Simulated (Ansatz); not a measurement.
# Is this Zn4SeS3 structure a true minimum?

The structure comes from a generated guess, relaxed at this level; another structure or a mixture of phases may lie lower.

Computed with DFT PBE, scalar-relativistic, plane waves, PAW (Ansatz 0.2.0). Settings: cutoff 420 eV, Γ-centred mesh 6×6×6 on the computed 8-atom cell, Gaussian smearing of 0.02 eV; no spin polarisation.

The cell below (8 atoms, space group P-43m (No. 215)) is relaxed within its symmetry.

```
Zn Se S
1.0
     5.51558    0.00000    0.00000
     0.00000    5.51558    0.00000
     0.00000    0.00000    5.51558
Zn Se S
4 1 3
Direct
  0.74361 0.74361 0.74361
  0.74361 0.25639 0.25639
  0.25639 0.74361 0.25639
  0.25639 0.25639 0.74361
  0.00000 0.00000 0.00000
  0.50000 0.50000 0.00000
  0.50000 0.00000 0.50000
  0.00000 0.50000 0.50000
```

For the test it was strained at random (σ = 1.5 % a component), the atoms were moved at random (σ = 0.05 Å), and all was relaxed again on a coarse 4×4×4 mesh (in the run’s order of axes) with 0.10 eV smearing, with no symmetry imposed.

Q: What happens?

A: It returns, within 1 meV/atom of the unmoved cell on that mesh and with the same symmetry when read at 0.1 Å (Cm at 0.01 Å, so small strains and shifts remain). No instability shows in this cell; modes of other wave vectors, which need another repeat, aren't tested.
